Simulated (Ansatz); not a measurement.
Input and command of a plane-wave DFT calculation in Ansatz:

```yaml
crystal:
  lattice:
    - [3.4161233218, 0.0, 0.0]
    - [0.0, 9.8460788648, 0.0]
    - [0.0, 0.0, 3.8106566385]
  atoms:
    - { symbol: P, position: [0.0, 0.8888323995, 0.9430552481] }
    - { symbol: P, position: [0.5, 0.8888323995, 0.5569447519] }
    - { symbol: P, position: [0.5, 0.6111676005, 0.0569447519] }
    - { symbol: P, position: [0.0, 0.6111676005, 0.4430552481] }
    - { symbol: P, position: [0.5, 0.3888323995, 0.9430552481] }
    - { symbol: P, position: [0.0, 0.3888323995, 0.5569447519] }
    - { symbol: P, position: [0.0, 0.1111676005, 0.0569447519] }
    - { symbol: P, position: [0.5, 0.1111676005, 0.4430552481] }
basis:
  ecutwfc: 420
kpoints:
  mp_grid: { grid: [10, 4, 10] }
hamiltonian:
  xc: pbesol
  dispersion: d3bj
scf:
  occupations: { method: gaussian, width: 0.1 }
output:
  forces: true
  stress: true
  eigenvalues: true
  write_density: true
  write_potential: true
  elf: true
  volumetric_format: npy
relax:
  adjacent_minimum: "off"
  f_tol: 0.008
  max_steps: 40
  cell: { stress_tol: 0.015, fix: [a, angles] }
```

```bash
ansatz run input.yaml --threads 1 --pin off --max-ram 2560MiB --backend cpu --events-out ev --progress --plain --runs-dir out
```

Processor: Intel(R) Xeon(R) Platinum 8488C (Sapphire Rapids), 1 thread, on a host shared with other jobs.

**Question.** Estimate time, memory and problem size.

**Answer.** About 2.4 min on 1 thread of Intel(R) Xeon(R) Platinum 8488C (Sapphire Rapids), on a shared host, peak memory 0.63 GiB. It solves 28 bands at 108 k points (the mesh reduced by symmetry) with about 2491 plane waves (on the last cell), in 34 SCF iterations over 8 ionic steps.
